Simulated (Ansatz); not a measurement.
All numbers below come from DFT PBE, scalar-relativistic, plane waves, PAW in Ansatz. All cells share a 420 eV cutoff and Γ-centred k meshes spaced about 0.3 Å⁻¹ or finer (0.25 for metals, 2π included). No spin polarisation.

All energies are static (0 K, no zero-point motion).

Two relaxed structures of Ti6Ge:

A.

```yaml
crystal:
  lattice:
    - [-3.23976, 3.23976, 3.01877]
    - [3.23976, -3.23976, 3.01877]
    - [3.23976, 3.23976, -3.01877]
  atoms:
    - { symbol: Ti, position: [0.50000, 0.50000, 0.50000] }
    - { symbol: Ti, position: [0.00000, 0.00000, 0.50000] }
    - { symbol: Ti, position: [0.50000, 0.00000, 0.00000] }
    - { symbol: Ti, position: [0.00000, 0.50000, 0.00000] }
    - { symbol: Ti, position: [0.50000, 0.00000, 0.50000] }
    - { symbol: Ti, position: [0.00000, 0.50000, 0.50000] }
    - { symbol: Ge, position: [0.00000, 0.00000, 0.00000] }
```

B.

```yaml
crystal:
  lattice:
    - [5.38603, 0.00000, 0.00000]
    - [-2.69302, 4.66444, 0.00000]
    - [0.00000, 0.00000, 4.74071]
  atoms:
    - { symbol: Ti, position: [0.51650, 0.00000, 0.50000] }
    - { symbol: Ti, position: [0.00000, 0.51650, 0.50000] }
    - { symbol: Ti, position: [0.48350, 0.48350, 0.50000] }
    - { symbol: Ti, position: [0.32361, 0.00000, 0.00000] }
    - { symbol: Ti, position: [0.00000, 0.32361, 0.00000] }
    - { symbol: Ti, position: [0.67639, 0.67639, 0.00000] }
    - { symbol: Ge, position: [0.00000, 0.00000, 0.50000] }
```

**Question.** Which is lower in energy, and by how much?

**Answer.** B is lower, by 83 meV/atom. A has space group I4/mmm (No. 139), 18.1 Å³/atom and no gap on its mesh; B has space group P-62m (No. 189), 17.0 Å³/atom and no gap. Counting Ti atoms around Ge (those within 1.25 times the shortest such distance or 1.15 times the sum of covalent radii; a plus sign parts nearer from farther groups), A has Ge 8+4 and B has Ge 12. The denser one is the lower, and pressure would at first widen the difference. Both come from trial cells of a structure search, whose lowest cell (C2, 16.9 Å³/atom) lies 229 meV/atom below the lower of the two.

A magnetic state wasn't ruled out in cells without spin, among them P-62m. Trial moments fell under 0.15 μB along the way in I4/mmm; another start might hold them. With atoms moved at random, B (by 229 meV/atom) fell into a lower structure. A had no clear such test and can be a saddle point. Some structure types and database cells were kept out of the candidates from the start, so a known form may be missing.
